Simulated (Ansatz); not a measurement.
A geometry of Pb away from equilibrium: step 2 of the relaxation of a generated cell, Pb placed in the AFLOW prototype A_oP8_62_2c (A_c). Calculation: PBE (plane waves to 420 eV, PAW, scalar-relativistic; Ansatz, a program for electronic structure). Γ-centred k-mesh 4×6×6 on the run's cell (coarser than for final values), Fermi–Dirac smearing 0.05 eV. The plane waves were selected for a different cell earlier on the path.

```yaml
crystal:
  lattice:
    - [7.81749, 0.00000, 0.00000]
    - [0.00000, 5.77659, 0.00000]
    - [0.00000, 0.00000, 5.94629]
  atoms:
    - { symbol: Pb, position: [0.48339, 0.25000, 0.29506] }
    - { symbol: Pb, position: [0.98339, 0.25000, 0.20494] }
    - { symbol: Pb, position: [0.51661, 0.75000, 0.70494] }
    - { symbol: Pb, position: [0.01661, 0.75000, 0.79506] }
    - { symbol: Pb, position: [0.19490, 0.25000, 0.68481] }
    - { symbol: Pb, position: [0.69490, 0.25000, 0.81519] }
    - { symbol: Pb, position: [0.80510, 0.75000, 0.31519] }
    - { symbol: Pb, position: [0.30510, 0.75000, 0.18481] }
```

What forces act on the atoms (eV/Å)?


```
atom     Fx    Fy     Fz
----  -----  ----  -----
Pb1    0.29  0.00  -0.04
Pb2    0.29  0.00   0.04
Pb3   -0.29  0.00   0.04
Pb4   -0.29  0.00  -0.04
Pb5    0.10  0.00   0.34
Pb6    0.10  0.00  -0.34
Pb7   -0.10  0.00  -0.34
Pb8   -0.10  0.00   0.34
```

The path ends in I4/mmm (No. 139) (AFLOW prototype A_tI2_139_a (A_a)). No spin polarisation in the result.

The run could not lose the symmetry of its start, so the end can be a saddle point.

The end of the path is a generated cell of Pb: the first start was made by placing the elements on the sites of a structure type, and the end was not matched to a known phase here, so it may be hypothetical. Known forms of Pb include space group No. 225.
